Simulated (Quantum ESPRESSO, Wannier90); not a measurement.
Wannierisation of SnI4 (P-43m)

```
CELL_PARAMETERS angstrom
      6.36360     0.00000     0.00000
      0.00000     6.36360     0.00000
      0.00000     0.00000     6.36360
ATOMIC_POSITIONS crystal
  Sn 0.00000 0.00000 0.00000
  I  0.24378 0.75622 0.75622
  I  0.75622 0.75622 0.24378
  I  0.75622 0.24378 0.75622
  I  0.24378 0.24378 0.24378
```

Cell from Materials Project (mp-571436), symmetrised, no further relaxation. COD (Crystallography Open Database) has the formula in 2 space groups, this one among them (matched by group alone). Level: PBEsol, no spin polarisation, no spin-orbit coupling; pw.x of Quantum ESPRESSO at 58 Ry with PseudoDojo potentials, 4×4×4 k-points, Wannier90. Density: 6×6×6 mesh, cold smearing 0.01 Ry. Spin-orbit coupling is left out although heavy elements are present.

Base run: 20 functions from bands 6-36 of the 36 computed, start hydrogen-like Sn: s;p; I: s;p, centres 0.05 Å off the atoms, frozen window up to 2.73 eV relative to the valence-band maximum, outer window open. Rows change the key named; with other orbitals the number of functions and the frozen window follow, as listed; window edges are relative to the valence-band maximum. The misfit compares interpolated bands with pw.x on a high-symmetry path, for states up to 2.2 eV relative to the valence-band maximum. Converged means that the tolerances were met: symmetric starts can stop on a saddle, which shows as a larger Ω_OD at equal Ω_I and can move the misfit too.

Rows with other orbitals or bands describe another subspace, so their Ω_I can't be set against the base's. Runs that didn't settle are not listed.

```csv
setting,orbitals,bands,functions,frozen to (eV),Ω_I (Å²),Ω_D (Å²),Ω_OD (Å²),rms misfit (meV),worst (meV),ended
base,"Sn sp, I sp",6-36,20,2.73,29.01,0.00,5.50,0.5,2.6,converged
"num_iter = 0 (projection only), orbitals on the atoms","Sn sp, I sp",6-36,20,2.73,29.01,0.00,13.22,0.8,4.2,no minimisation
other orbitals: Sn: s;p; I: p,"Sn sp, I p",10-36,16,2.73,34.44,0.00,1.66,0.5,2.8,converged
atomic waves with projectability windows 0.01 and 0.95,"Sn 5s, Sn 5p, I 5s, I 5p",6-36,20,2.73,30.16,0.00,6.10,0.4,2.5,converged
```
